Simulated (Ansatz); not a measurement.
Consider the following.

CuAu:
Space group P4/mmm (No. 123); a = b = 2.7650 Å, c = 3.6037 Å, α = β = γ = 90.00°

```csv
atom,site,symmetry,x,y,z
Cu,1d,4/mmm,0.5000,0.5000,0.5000
Au,1a,4/mmm,0.0000,0.0000,0.0000
```

This is the LDA-relaxed structure.

Q: All from the program Ansatz at the LDA level (PAW), unless another level is named. Estimate the formation energy from the elements (no fitted shifts).

A: -0.052 eV/atom.

Q: Predict the density of states at the Fermi level.

A: 0.28 states/eV per atom (mean over ±0.08 eV).

Symmetry was held in the LDA relaxation; of distortions, only those at the zone centre were tested. No spin polarisation was allowed. Axis ratios of metals converge slowly with the k-mesh, so a and c are less sure than the volume. The references are the lowest solids computed at this level, not always the standard phases. Scalar-relativistic: spin–orbit coupling is off unless named, which matters more the heavier the elements.

Potentials: the later of the program's two PAW sets.
